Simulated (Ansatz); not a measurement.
Ag$_{3}$SI:
```xyz
5
Lattice="4.8688 0.0000 0.0000 0.0000 4.8688 0.0000 0.0000 0.0000 4.8688" Properties=species:S:1:pos:R:3 pbc="T T T"
Ag     2.4344     2.4344     0.0000
Ag     0.0000     2.4344     2.4344
Ag     2.4344     0.0000     2.4344
S      2.4344     2.4344     2.4344
I      0.0000     0.0000     0.0000
```

Relaxed with PBEsol.

Problem. Give the Bader charges and basin volumes of the independent atoms, plane-wave PAW PBEsol (Ansatz code).

Solution. 

```json
[
 {"atom": "Ag1", "Bader charge (e)": "+0.35", "Bader volume (Å³)": "20.6"},
 {"atom": "S4", "Bader charge (e)": "-0.63", "Bader volume (Å³)": "17.3"},
 {"atom": "I5", "Bader charge (e)": "-0.43", "Bader volume (Å³)": "36.2"}
]
```

Space group Pm-3m (anti-perovskite). The workflow started from an entry of the Crystallography Open Database (COD), which files this formula under 2 space groups. Its standing as an ambient phase is unchecked. The cell was relaxed with PBEsol under the symmetry of its start; whether a distortion lowers the energy is not shown. The run is not spin-polarised. Scalar-relativistic: spin–orbit coupling is off unless named, which matters more the heavier the elements.

Potentials: the later of the program's two PAW sets.
